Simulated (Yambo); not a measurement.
A G0W0@PBEsol run in Yambo for SrHI (space group P4/nmm, No. 129) (2×2×1 Γ-centred k mesh, 460 bands and a 7 Ry block in the screening, 460 bands in G with the Bruneval-Gonze terminator, plasmon pole fitted at 27.2 eV) gives these matrix elements, in eV, at the band edges (X → M):

| state | E0 | <Vxc> | <Σx> | <Σc(E0)> | Z |
|---|---|---|---|---|---|
| valence edge | 0.000 | -11.239 | -14.070 | 1.595 | 0.801 |
| conduction edge | 3.361 | -8.491 | -4.037 | -3.824 | 0.827 |

Solve the linearised quasiparticle equation for both states, give the gap, and say how exchange and correlation each act on it.

E = E0 + Z(Σx + Σc − Vxc). Valence: 0.000 + 0.801 × (-14.070 + (1.595) − (-11.239)) = -0.99 eV. Conduction: 3.361 + 0.827 × (-4.037 + (-3.824) − (-8.491)) = 3.88 eV. The gap is 4.87 eV, against 3.36 eV in PBEsol. Replacing Vxc by bare exchange alone would open it by 7.29 eV; correlation takes back 5.42 eV of that, and Z scales what is left. Nearest settings tried, and what they do to the gap: 290 bands in W, 290 bands in G: -13 meV; 6 Ry block (249 vectors against 337): -54 meV. Not varied: mesh. So the settings aren't converged at that level. The k mesh is coarse. The mesh misses a band edge: along a dense path the PBEsol gap is 2.80 eV against 3.36 eV on the mesh. 

Spin-orbit coupling is included.

Geometry relaxed with PBE+D3(BJ); primitive cell a = 4.2912 Å, b = 4.2912 Å, c = 8.1904 Å, α = 90.00°, β = 90.00°, γ = 90.00°.
